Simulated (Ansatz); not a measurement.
Values for one crystal, relaxed and computed with the program Ansatz at the PBE level (PAW); other levels are named.

```yaml
volume_per_atom: 16.14 Å³
electronic_character: metallic (no gap)
Bulk modulus (Birch–Murnaghan fit): 304 GPa
Pressure derivative B′: 4.3
Gap with spin–orbit coupling: none (metallic)
Density of states at the Fermi level: 0.41 states/eV per atom (mean over ±0.08 eV)
```

**Question.** Which compound is it?
A. Ni, fcc (Cu type)
B. W, bcc (W type)
C. Ir, fcc (Cu type)
D. Hf, hcp (Mg type)

**Answer.** B, W, bcc (W type)

Space group Im-3m (bcc (W type)). The cell was relaxed with PBE under the symmetry of its start. The run is not spin-polarised. Spin–orbit coupling is left out wherever it is not named.

Potentials: the earlier of the program's two PAW sets.
